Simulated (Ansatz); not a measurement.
Fe (hcp type), DFT, PBEsol, all-electron LAPW, scalar-relativistic (Ansatz 0.2.0), on 1 thread of AMD EPYC 9R45 96-Core Processor (Zen 5) (shared host).

Command: `ansatz run input.yaml --threads 1 --pin off --max-ram 3072MiB --backend cpu --events-out ev --progress --plain --runs-dir out`

```yaml
crystal:
  lattice:
    - [2.2520258356, 0.0, 0.0]
    - [-1.1260129178, 1.9503115836, 0.0]
    - [0.0, 0.0, 3.577291562]
  atoms:
    - { symbol: Fe, position: [0.3333333333, 0.6666666667, 0.25], spin: 2.5 }
    - { symbol: Fe, position: [0.6666666667, 0.3333333333, 0.75], spin: 2.5 }
magnetization:
  spin_polarized: true
kpoints:
  mp_grid: { grid: [19, 19, 11] }
scf:
  occupations: { method: fermi_dirac, width: 0.08 }
hamiltonian:
  xc: pbesol
  pseudopotentials: { kind: all_electron, lapw: { basis_error: 0.001 } }
output:
  forces: true
  stress: true
  eigenvalues: true
  populations: true
```

Problem. How large is the problem that the program sets up?

Solution. 240 irreducible k-points, 287 plane waves at Γ, 23 bands.

Problem. About how long does it take, and how much memory?

Solution. 39 s of wall time for 10 SCF iterations, with a peak of 0.99 GiB. Times on shared machines scatter by tens of per cent.
